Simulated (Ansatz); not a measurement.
Relaxed-ion elastic tensor of Ge in space group P6_3/mmc (No. 194; Ge on 4f) in GPa (Voigt order), DFT-LDA in the program Ansatz with PAW potentials; density 5.44 g/cm³, 22.16 Å³ per atom.

```json
[
 {"": "1", "1": "145", "2": "41.8", "3": "27.4", "4": "0.0", "5": "0.0", "6": "0.0"},
 {"": "2", "1": "41.8", "2": "145", "3": "27.4", "4": "0.0", "5": "0.0", "6": "0.0"},
 {"": "3", "1": "27.4", "2": "27.4", "3": "168", "4": "0.0", "5": "0.0", "6": "0.0"},
 {"": "4", "1": "0.0", "2": "0.0", "3": "0.0", "4": "40.4", "5": "0.0", "6": "0.0"},
 {"": "5", "1": "0.0", "2": "0.0", "3": "0.0", "4": "0.0", "5": "40.4", "6": "0.0"},
 {"": "6", "1": "0.0", "2": "0.0", "3": "0.0", "4": "0.0", "5": "0.0", "6": "51.4"}
]
```

Is the crystal mechanically stable?

Yes: the smallest eigenvalue of C is 40.4 GPa.

Work out the Voigt, Reuss and Hill averages.

K_V = 72.2, K_R = 72.2, K_H = 72.2; G_V = 50.5, G_R = 48.6, G_H = 49.5 GPa.

Give Young's modulus, Poisson's ratio, Pugh's ratio and the universal anisotropy index.

E = 9KG/(3K + G) = 121 GPa; ν = 0.22; K/G = 1.46 (brittle by the Pugh limit of 1.75); A_U = 5G_V/G_R + K_V/K_R − 6 = 0.20.

Estimate the sound speeds and the Debye temperature.

v_l = √((K + 4G/3)/ρ) = 5040 m/s, v_t = √(G/ρ) = 3020 m/s, mean 3340 m/s; Θ = (h/k)(3n/4πV)^(1/3) v_m = 354 K.

Solve the Christoffel equation for the three sound speeds along x, y, z.

Eigenvalues of C_ijkl n_j n_l equal ρv². In km/s, slowest first: x 2.72, 3.07, 5.15; y 2.72, 3.07, 5.15; z 2.72, 2.72, 5.55.

How much does each axis shrink under pressure?

Linear compressibilities β_i = Σ_j S_ij (j = 1 to 3): x 4.7, y 4.7, z 4.4 per TPa.

The workflow started from a Materials Project entry (that database holds measured and hypothetical structures alike); the Crystallography Open Database copy checked does not list it. It is not the phase usual at ambient conditions (space group No. 227). The cell was relaxed with LDA under the symmetry of its start; of distortions, only those at the zone centre were tested. As this level gives no gap, shear constants depend on the k-mesh and smearing (Fermi–Dirac, 0.1 eV here).

Potentials: the earlier of the program's two PAW sets.
